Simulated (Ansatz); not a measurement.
Ansatz run, BaTiO₃

input.yaml (Ansatz 0.2.0)

```yaml
crystal:
  lattice:
    - [7.98136802, 0.0, 0.0]
    - [0.0, 3.99068401, 0.0]
    - [0.0, 0.0, 3.99068401]
  atoms:
    - { symbol: Ba, position: [0.25, 0.5, 0.5] }
    - { symbol: Ba, position: [0.75, 0.5, 0.5] }
    - { symbol: Ti, position: [0.0, 0.0, 0.0] }
    - { symbol: Ti, position: [0.5, 0.0, 0.0] }
    - { symbol: O, position: [0.25, 0.0, 0.0] }
    - { symbol: O, position: [0.75, 0.0, 0.0] }
    - { symbol: O, position: [0.0, 0.5, 0.0] }
    - { symbol: O, position: [0.5, 0.5, 0.0] }
    - { symbol: O, position: [0.0, 0.0, 0.5] }
    - { symbol: O, position: [0.5, 0.0, 0.5] }
  symmetry: { tolerance: 0.0003 }
kpoints:
  mp_grid: { grid: [4, 7, 7], shift: [0, 0, 0] }
  band_path:
    path:
      - [0.0, 0.0, 0.0]
      - [0.0, 0.5, 0.0]
      - [1.0, 0.5, 0.0]
      - [0.0, 0.0, 0.0]
      - [1.0, 0.5, 0.5]
      - [0.0, 0.5, 0.0]
      - [1.0, 0.5, 0.5]
      - [1.0, 0.5, 0.0]
    npoints: 8
magnetization:
  spin_polarized: false
scf:
  occupations: { method: fermi_dirac, width: 0.1286 }
  lower_state_search: "off"
  max_iter: 200
hamiltonian:
  pseudopotentials: { kind: paw }
  xc: r2scan
basis:
  ecutwfc: 500
  fft_grid_basis: typed
output:
  forces: true
  stress: true
  eigenvalues: true
  bader: true
  populations: true
  elf: true
  write_potential: true
  volumetric_format: npy
  dos:
    e_range: [-12, 8]
    de: 0.05
    projected: { site_lists: { Ba: [Ba], O: [O], Ti: [Ti] } }
checkpoint:
  read: saved_state
```

The saved state is an earlier solution for the same cell, perhaps on another mesh. 

Output (shortened):

```
SCF iter   1: F=-20367.5865 eV  Δρ=1.12e-3  dr2=3.61e-4  dr2_τ=1.11e-2
SCF iter   2: F=-20367.5871 eV  Δρ=6.57e-4  dr2=1.60e-4  dr2_τ=1.77e-4
SCF iter   3: F=-20367.5872 eV  Δρ=3.49e-4  dr2=2.56e-5  dr2_τ=6.11e-5
SCF iter   4: F=-20367.5872 eV  Δρ=1.24e-4  dr2=4.80e-6  dr2_τ=6.78e-6
SCF iter   5: F=-20367.5872 eV  Δρ=3.57e-5  dr2=7.87e-7  dr2_τ=3.18e-7
SCF iter   6: F=-20367.5872 eV  Δρ=9.19e-6  dr2=5.23e-8  dr2_τ=6.58e-9
Free energy (F): -20367.5872 eV
Harris-Foulkes:  -20367.5872 eV  (|F-HF|=4.74e-8)
Internal energy: -20367.5870 eV  (E = F + TS)
E sigma→0 (E₀):  -20367.5871 eV
Entropy (-TS):   -0.0002 eV (-0.020 meV/atom)
Fermi energy:    11.2790 eV
--- Per-component energies (eV) ---
  E_band       = -337.8443
  E_kinetic    = 1948.6331
  E_local      = -4161.7716  (includes V_loc(G=0)·N_el)
  E_nonlocal   = 398.7038
  E_hartree    = 1626.8507
  E_xc         = -951.1983
  E_vxc        = -1209.1176  (∫ρ·V_xc dr)
  E_paw        = -13569.8073  (= ΣΔE_a)
  E_vpaw       = -641.4207  (= ΣTr[D̂ρ^β])
  E_aug_tail   = 0.0066  (compensation charges beyond the density's cutoff)
  E_vtau       = 73.4229  (kinetic-family band-sum trace: ∫τ·v_τ [+ j·A + Jᵃ·Aᵃ] dr)
  E_ewald      = -5658.4461
  E_core_change = -0.5577  (= ΣΔE_core)
  E_smearing   = -0.0002  (= −TS)
--- Stress (GPa, compression-positive) ---
        0.4579       0.0000       0.0000
        0.0000       0.4592       0.0000
        0.0000       0.0000       0.4592
  P = ⅓ Tr σ = 0.4587 GPa (4.587 kbar)
--- Löwdin populations: 10 sites ---
  site symbol       q [e]
     0     Ba      8.2156
     1     Ba      8.2156
     2     Ti     10.6851
     3     Ti     10.6851
     4      O      6.9191
     5      O      6.9191
     6      O      6.9191
     7      O      6.9191
     8      O      6.9191
     9      O      6.9191
  spilling = 0.0085 (of n_electrons = 80.0000)
```

Origin: a database entry at a rescaled volume.
